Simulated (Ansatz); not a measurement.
Total density of states per atom from the program Ansatz at the PBE level (PAW), in 0.25 eV bins, energy from the Fermi level:

```
E (eV) | states/eV/atom
    -7.85 | ######### 0.41
    -7.60 | ###### 0.30
    -7.35 | ##### 0.23
    -7.10 | #### 0.18
    -6.85 | ### 0.14
    -6.60 | ## 0.11
    -6.35 | ## 0.08
    -6.10 | # 0.06
    -5.85 | # 0.04
    -5.60 |  0.02
    -5.35 |  0.00
    -5.10 |  0.00
    -4.85 |  0.00
    -4.60 |  0.00
    -4.35 |  0.00
    -4.10 |  0.00
    -3.85 | ################## 0.87
    -3.60 | ######################## 1.15
    -3.35 | ############################## 1.41
    -3.10 | ############################# 1.38
    -2.85 | ########################### 1.26
    -2.60 | ####################### 1.07
    -2.35 | ########### 0.54
    -2.10 | ###### 0.28
    -1.85 | #### 0.17
    -1.60 | ###### 0.30
    -1.35 | ######## 0.37
    -1.10 | ######### 0.44
    -0.85 | ########### 0.53
    -0.60 | ############### 0.71
    -0.35 | ####################### 1.10
    -0.10 | ############ 0.56
     0.15 | ########## 0.47
     0.40 | ########## 0.47
     0.65 | ############ 0.58
     0.90 | ############### 0.70
     1.15 | #################### 0.94
     1.40 | ########################## 1.23
     1.65 | ############### 0.71
     1.90 | ############# 0.60
     2.15 | ############### 0.73
     2.40 | ######################### 1.19
     2.65 | ############################ 1.30
     2.90 | ############################# 1.36
     3.15 | ################ 0.74
     3.40 | ########## 0.46
     3.65 | ###### 0.28
     3.90 | ## 0.11
     4.15 |  0.02
     4.40 | # 0.05
     4.65 | ##### 0.23
```

### Question
Which of these materials gives this?
(A) Sb, diamond
(B) V, diamond
(C) In, diamond
(D) Ta, diamond

### Answer
A, Sb, diamond. Within 0.5 eV of the Fermi level: Sb 5p 81 %, Sb 5s 15 %. Projections are on Löwdin-orthogonalised atomic valence shells; empty p or d shells of many metals are not among them.

Space group Fd-3m (diamond). The start of the workflow was typed in or built on a structure type; neither database checked (COD, Materials Project) lists it. It is not the phase usual at ambient conditions (space group No. 166). Symmetry was held in the PBE relaxation; whether a distortion lowers the energy is not shown. Scalar-relativistic: spin–orbit coupling is off unless named, which matters more the heavier the elements.

Potentials: the earlier of the program's two PAW sets.
